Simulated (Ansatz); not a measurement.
One stationary structure of SnSe. Space group Fm-3m (No. 225), rock salt type. Computed with PBEsol (plane waves to 420 eV, PAW, scalar-relativistic; Ansatz, a quantum-chemistry and plane-wave program).

Space group Fm-3m (No. 225); a = b = c = 5.9506 Å, α = β = γ = 90.00°

| atom | site | symmetry | x | y | z |
|---|---|---|---|---|---|
| Se | 4b | m-3m | 0.5000 | 0.5000 | 0.5000 |
| Sn | 4a | m-3m | 0.0000 | 0.0000 | 0.0000 |
(The calculation used a cell of 2 atoms; values per cell refer to that cell.)

Task: Predict the band gap from PBEsol.

Result: No clear gap: the sampled points leave 0.15 eV away from the symmetry points, which may be a band crossing missed between them.

Task: Predict the smallest direct gap from PBEsol.

Result: 0.15 eV at k = (0, 0.0714, -0.4286).

No spin polarisation in the result.

It was reached from a disturbed copy of a F-43m (No. 216) cell (zinc blende type), against which it lies -0.33 eV/atom.

The first start was generated by placing the elements on the sites of a structure type. A measured structure of SnSe has the same space group, Fm-3m (No. 225); the sites were not compared with it. Another known form has space group No. 62.
